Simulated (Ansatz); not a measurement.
**A Ga vacancy in cubic perovskite LaGaO3, 39 atoms, charge +1**

Method: DFT, PBEsol, PAW, plane waves (Ansatz 0.2.0).

Command:

```sh
ansatz run in.yaml --threads 8 --pin off --max-ram 118750MiB --runs-dir r --events-out ev --progress --plain --backend cuda --devices 0, --max-vram 170GiB
```

The input less its lattice and atoms (starting moments on atoms near the defect: 2 μB in all):

```yaml
crystal:
  symmetry: { detect: false }
kpoints:
  mp_grid: { grid: [1, 1, 1], shift: [0.25, 0.25, 0.25] }
hamiltonian:
  xc: pbesol
total_charge: 1
magnetization:
  spin_polarized: true
  initial_magnetization: 2
  spin_locking: { lock_magnetization: hard }
scf:
  occupations: { method: fermi_dirac, width: 0.01 }
relax:
  f_tol: 0.03
  max_steps: 80
  escape_saddle: false
  adjacent_minimum: "off"
output:
  forces: true
  eigenvalues: true
  populations: true
  charged_corrections: { epsilon: 27 }
```

Start:

```xyz
39
Lattice="7.7293 0.0000 0.0000 0.0000 7.7293 0.0000 0.0000 0.0000 7.7293" Properties=species:S:1:pos:R:3 pbc="T T T"
La    0.0018    0.0323    0.0156
La    7.7008    7.7080    3.8547
La    7.7139    3.8441    0.0242
La    7.7017    3.8802    3.8884
La    3.8612    0.0224    7.7012
La    3.9009    0.0001    3.8943
La    3.8397    3.8585    0.0034
La    3.8634    3.8470    3.8572
Ga    1.9240    1.9530    5.8060
Ga    1.9289    5.7944    1.9081
Ga    1.9407    5.7981    5.7851
Ga    5.7768    1.9317    1.9545
Ga    5.8430    1.9661    5.8132
Ga    5.7892    5.7930    1.9667
Ga    5.7771    5.8207    5.8317
O     1.9181    1.9309    7.7234
O     1.9476    1.9201    3.8871
O     1.9518    5.7822    0.0262
O     1.9638    5.7967    3.8490
O     5.8375    1.9294    7.7100
O     5.7893    1.9252    3.8632
O     5.7866    5.8012    7.6934
O     5.8189    5.8384    3.8756
O     7.7209    1.9278    1.9388
O     7.7046    1.9318    5.7942
O     7.7245    5.7968    1.9139
O     7.7284    5.8236    5.8214
O     3.8875    1.9144    1.8656
O     3.8567    1.9121    5.8005
O     3.8377    5.8262    1.9561
O     3.8297    5.8030    5.7599
O     1.9210    0.0044    1.9171
O     1.9224    0.0126    5.7905
O     1.9241    3.8767    1.9363
O     1.9315    3.8986    5.8211
O     5.8373    7.7257    1.9156
O     5.8230    0.0027    5.7967
O     5.7834    3.8376    1.9186
O     5.8050    3.8387    5.7646
```

Steps:

```csv
step,energy less the first (eV),largest force component (eV/Å)
start,0.000,1.256
1,-0.413,0.808
2,-0.525,0.410
3,-0.842,0.745
4,-1.173,1.099
5,-1.902,0.153
6,-1.962,0.154
7,-1.976,0.176
8,-2.027,0.189
9,-2.046,0.036
10,-2.048,0.028
```

A structure on the way, about -0.53 eV from the start:

```
La Ga O
1.0
     7.72931    0.00000    0.00000
     0.00000    7.72931    0.00000
     0.00000    0.00000    7.72931
La Ga O
8 7 24
Direct
  0.01161 0.01000 0.01148
  0.01204 0.01008 0.48953
  0.01366 0.49033 0.01392
  0.00849 0.49156 0.49088
  0.48470 0.01185 0.01164
  0.48618 0.01088 0.49307
  0.48513 0.48906 0.01364
  0.48696 0.48902 0.49123
  0.24957 0.25020 0.75003
  0.25040 0.74981 0.24886
  0.25070 0.74890 0.74924
  0.74850 0.25090 0.25104
  0.75299 0.25355 0.75049
  0.75025 0.75079 0.25217
  0.74919 0.75225 0.75282
  0.24800 0.25059 0.99577
  0.25273 0.25145 0.50497
  0.25399 0.74788 0.00097
  0.24795 0.74983 0.49963
  0.75374 0.25050 0.99838
  0.74703 0.24789 0.49922
  0.74723 0.74804 0.99951
  0.75443 0.75392 0.49994
  0.99557 0.25370 0.25348
  0.99940 0.24991 0.74607
  0.99953 0.74795 0.24710
  0.00132 0.75090 0.75198
  0.50499 0.24618 0.24047
  0.50010 0.24859 0.75353
  0.50098 0.75423 0.25438
  0.49825 0.75039 0.74338
  0.24917 0.99717 0.25132
  0.24905 0.99904 0.74910
  0.25201 0.50398 0.25141
  0.24903 0.50054 0.75106
  0.75366 0.99996 0.24615
  0.75027 0.00169 0.74855
  0.74924 0.50081 0.24918
  0.74844 0.50001 0.74299
```

End:

```xyz
39
Lattice="7.7293 0.0000 0.0000 0.0000 7.7293 0.0000 0.0000 0.0000 7.7293" Properties=species:S:1:pos:R:3 pbc="T T T"
La    0.1425    7.6563    0.0237
La    7.7143    0.2142    3.7948
La    0.2117    3.7213    0.0716
La    7.6214    3.9454    3.8728
La    3.9819    7.6718    7.7261
La    3.6457    0.1289    3.7989
La    3.8772    3.6848    0.0607
La    3.7292    3.9266    3.8419
Ga    1.9298    1.9296    5.8071
Ga    1.9378    5.7976    1.9342
Ga    1.9405    5.7995    5.7973
Ga    5.7857    1.9315    1.9339
Ga    5.7896    1.9372    5.7920
Ga    5.8041    5.8054    1.9372
Ga    5.7953    5.8004    5.7900
O     1.6917    1.7629    7.6713
O     2.1324    2.1062    3.9217
O     2.2163    6.0450    7.7212
O     1.6800    5.5338    3.8750
O     6.0184    2.2531    7.7165
O     5.5458    1.6157    3.8731
O     5.4117    5.5585    7.7264
O     6.2079    6.0462    3.8678
O     7.6393    2.1765    2.2007
O     7.7110    2.1588    5.5129
O     7.7220    5.5866    1.6095
O     0.0050    5.5704    6.1562
O     3.9269    1.7316    1.6607
O     3.8744    1.7124    6.0677
O     3.8859    6.0018    2.2524
O     3.8668    6.0294    5.4400
O     1.7206    7.6574    2.1525
O     1.6974    7.7155    5.5464
O     2.1384    3.9307    1.7102
O     2.1587    3.8773    6.0428
O     6.0002    7.7200    1.6174
O     6.0327    0.0044    6.1347
O     5.6061    3.8833    2.2473
O     5.5595    3.8656    5.4657
```

The run converged.

Time: 22 s of wall time on one NVIDIA GB200 with 8 processor threads, on a host shared with other runs; peak host memory 1.7 GiB.

Question: How much energy did the relaxation gain, and which atom moved most?

Answer: 2.05 eV in 10 steps, from a start with small random displacements (the gain also holds any tilting of the ideal host); atom 22 (O) moved 0.45 Å, the median atom 0.32 Å (drift of the whole cell removed).

The moment started at 2 μB and ended at 2.0 μB; no other spin state is shown. The program warned that the state may not be the lowest. The one k point has no symmetry partners, which can distort the end along one axis.
